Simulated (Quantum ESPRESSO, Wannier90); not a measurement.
## Hg$_{2}$SeS (P-4m2): Wannier90 run

```
begin unit_cell_cart
ang
    4.2901400000    0.0000000000    0.0000000000
    0.0000000000    4.2901400000    0.0000000000
    0.0000000000    0.0000000000    6.0591000000
end unit_cell_cart
begin atoms_frac
Hg   0.5000000000  0.0000000000 -0.2378200000
Hg   0.0000000000  0.5000000000  0.2378200000
Se   0.0000000000  0.0000000000  0.5000000000
S    0.5000000000  0.5000000000  0.0000000000
end atoms_frac
```

Cell from Materials Project (mp-1223907), symmetrised, no further relaxation. Not found in the COD (Crystallography Open Database) copy used; not checked further. Method: PBEsol plane waves in Quantum ESPRESSO 7.5 (PseudoDojo norm-conserving files, 69 Ry, no spin polarisation, no spin-orbit coupling), Bloch states on a 8×8×6 mesh through Γ, Wannier90 4.0.1. Density: 8×8×6 mesh, Gaussian smearing 0.01 Ry. Spin-orbit coupling is left out although heavy elements are present.

A tight-binding model is made by disentanglement and projection with no localisation steps (num_iter = 0), so the 26 orbitals stay atom-like: hydrogen-like Hg: s;p;d; Se: s;p; S: s;p, axes along x, y, z; frozen window up to 1.50 eV relative to the Fermi level. It follows pw.x to 0.4 meV rms for states up to 1.0 eV relative to the Fermi level. Matrix elements depend on this choice of orbitals and windows.

Question: What are the on-site energies relative to the Fermi level, and how fast do the hoppings decay?

Answer: 
```
atom    orbitals  energy (eV)
----  ----------  -----------
Hg1            s        -1.22
Hg1           pz         5.48
Hg1           px         5.45
Hg1           py         5.57
Hg1      dz2 dxy        -6.19
Hg1   dxz dx2-y2        -6.29
Hg1          dyz        -6.26
Hg2            s        -1.22
Hg2           pz         5.48
Hg2           px         5.57
Hg2           py         5.45
Hg2      dz2 dxy        -6.19
Hg2   dxz dx2-y2        -6.26
Hg2          dyz        -6.29
Se3            s       -11.03
Se3           pz        -0.19
Se3        px py        -0.23
S4             s       -10.83
S4      pz px py        -0.82
```

```tsv
distance of the centres (Å)	largest modulus (eV)
2–3	1.7
4–5	0.44
5–6	0.057
6–7	0.048
7–8	0.030
8–9	0.019
9–10	0.0060
10–11	0.0080
11–12	0.0029
12–13	0.0035
```
